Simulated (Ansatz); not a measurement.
An Ansatz (a program for electronic structure) input:

Ansatz 0.2 input:
```yaml
crystal:
  lattice:
    - [6.6794429246, 0.0, 0.0]
    - [0.0, 6.6794429246, 0.0]
    - [0.0, 0.0, 6.6794429246]
  atoms:
    - { symbol: Cd, position: [0.5, 0.5, 0.0] }
    - { symbol: Cd, position: [0.0, 0.5, 0.5] }
    - { symbol: Cd, position: [0.0, 0.0, 0.0] }
    - { symbol: Cd, position: [0.5, 0.0, 0.5] }
    - { symbol: Se, position: [0.1024762712, 0.8975237288, 0.3975237288] }
    - { symbol: Se, position: [0.8975237288, 0.1024762712, 0.6024762712] }
    - { symbol: Se, position: [0.3975237288, 0.1024762712, 0.8975237288] }
    - { symbol: Se, position: [0.6024762712, 0.8975237288, 0.1024762712] }
    - { symbol: Se, position: [0.6024762712, 0.6024762712, 0.6024762712] }
    - { symbol: Se, position: [0.3975237288, 0.3975237288, 0.3975237288] }
    - { symbol: Se, position: [0.8975237288, 0.3975237288, 0.1024762712] }
    - { symbol: Se, position: [0.1024762712, 0.6024762712, 0.8975237288] }
kpoints:
  mp_grid: { grid: [3, 3, 3] }
hamiltonian:
  xc: hse06
  pseudopotentials: { kind: paw }
scf:
  n_extra_bands: 12
  occupations: { method: fixed }
output:
  eigenvalues: true
  eigenstates:
    e_range: [-9.0, 9.5]
    kpoints:
      - [0.0, 0.0, 0.0]  # VBM
      - [0.182292, 0.182292, 0.182292]  # CBM
      - [0.0, 0.0, 0.0]  # GAMMA
      - [0.5, 0.5, 0.5]  # R
      - [0.5, 0.5, 0.0]  # M
      - [0.0, 0.5, 0.0]  # X
      - [0.5, 0.0, 0.0]  # X_1
```

How many symmetry operations and irreducible k-points will the run report?

24 operations, 4 of 27 k-points.

With a cutoff of 420 eV, how many plane waves at Γ?

5743.

It took roughly 17 core-minutes on shared server cores.

The points marked VBM and CBM come from a semilocal run.

Space group Pa-3. The first step of the workflow began from a Materials Project structure, measured or hypothetical; the Crystallography Open Database copy checked does not list it. Its standing as an ambient phase is unchecked. The r²SCAN relaxation kept the symmetry of its start; whether a distortion lowers the energy is not shown.

Potentials: the later of the program's two PAW sets.

Ansatz is a plane-wave DFT program.
